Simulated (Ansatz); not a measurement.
**Run times of several calculations on BN**

Cell: 2 atoms, space group F-43m, a = 2.556 Å, b = 2.556 Å, c = 2.556 Å, α = 60.00°, β = 60.00°, γ = 60.00°.

All runs are DFT with Ansatz 0.2.0 on 1 thread of Arm Neoverse V2 (aarch64; 8 cores open to the job, memory cap 2.5 GiB, no GPU), a shared host.

Question: Rank the runs by wall time, shortest first.
A. core holes on 2 sites, PBE, 420 eV, 5×5×5 k-points, fixed occupations, 16 atoms
B. dielectric tensor by linear response, PBE, 420 eV, 13×13×13 k-points, fixed occupations
C. relaxation of the ions, PBE, 420 eV, 13×13×13 k-points, smearing 0.02 eV

Answer: C (1.9 s, 0.3 GiB), B (8.9 s, 0.33 GiB), A (33 s, 0.39 GiB).
